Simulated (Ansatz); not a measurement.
S:
```
S
1.0
    8.19331     0.00000     0.00000
    0.00000    13.16043     0.00000
   -4.90356     0.00000     7.73084
S
32
Cartesian
  3.74097   8.61431   2.48552
 -0.45121   4.54612   5.24533
  2.00056   8.61431   1.37990
  1.28919   4.54612   6.35094
  5.01062   5.53482   2.60599
 -1.72087   7.62561   5.12486
  0.73091   5.53482   1.25944
  2.55885   7.62561   6.47141
  5.08375   7.32619   1.61108
 -1.79400   5.83424   6.11976
  0.65778   7.32619   2.25434
  2.63197   5.83424   5.47650
  3.81731   4.23893   1.54169
 -0.52756   8.92150   6.18915
  1.92422   4.23893   2.32373
  1.36554   8.92150   5.40711
 -3.66658   2.70708   6.82583
  6.95634  10.45335   0.90501
  4.50456   2.70708   4.77043
 -1.21480  10.45335   2.96041
  1.88634  12.78360   0.21423
  1.40341   0.37683   7.51661
  3.85519  12.78360   3.65119
 -0.56543   0.37683   4.07966
 -2.17916   1.43233   7.45310
  5.46891  11.72810   0.27775
  3.01713   1.43233   4.14317
  0.27262  11.72810   3.58768
 -2.80656  11.50960   6.34756
  6.09632   1.65083   1.38329
  3.64454  11.50960   5.24871
 -0.35479   1.65083   2.48213
```

Relaxed with r²SCAN+D4. Special points in fractions of this cell's reciprocal vectors: Γ (0.000, 0.000, 0.000); Z (0.000, 0.500, 0.000); D (0.000, 0.500, 0.500); B (0.000, 0.000, 0.500); A (-0.500, 0.000, 0.500); E (-0.500, 0.500, 0.500); C2 (-0.500, 0.500, 0.000); Y2 (-0.500, 0.000, 0.000).

Q: List the band energies nearest the valence-band maximum at these points for r²SCAN+D4 (plane waves, PAW; program Ansatz).

A: In eV from the valence-band maximum; about four levels below and three above (degenerate sets whole), none deeper than 8.9 eV; points with the same levels are listed once.

```csv
k,below,above
Γ,-0.76 -0.64 -0.24 -0.07,2.51 2.62 2.70
Z,-0.71 -0.63 -0.24 -0.08,2.65 2.66 2.73
D,-0.61 -0.61 -0.43 -0.43,2.43 2.43 2.72 2.72
B,-0.60 -0.60 -0.44 -0.44,2.42 2.42 2.71 2.71
A,-0.63 -0.63 -0.41 -0.41,2.59 2.59 2.73 2.73
E,-0.60 -0.60 -0.47 -0.47,2.55 2.55 2.88 2.88
C2,-0.59 -0.59 -0.12 0.00,2.42 2.64 2.65
Y2,-0.64 -0.58 -0.07 0.00,2.49 2.55 2.61
```

Space group P2/c. The first step of the workflow began from a Materials Project structure, measured or hypothetical; the Crystallography Open Database files this formula in space group No. 13, but the cells were not matched. It is not the phase usual at ambient conditions (space group No. 70). The cell was relaxed with r²SCAN+D4 under the symmetry of its start; its stability against distortions is not shown here.

Potentials: the earlier of the program's two PAW sets.
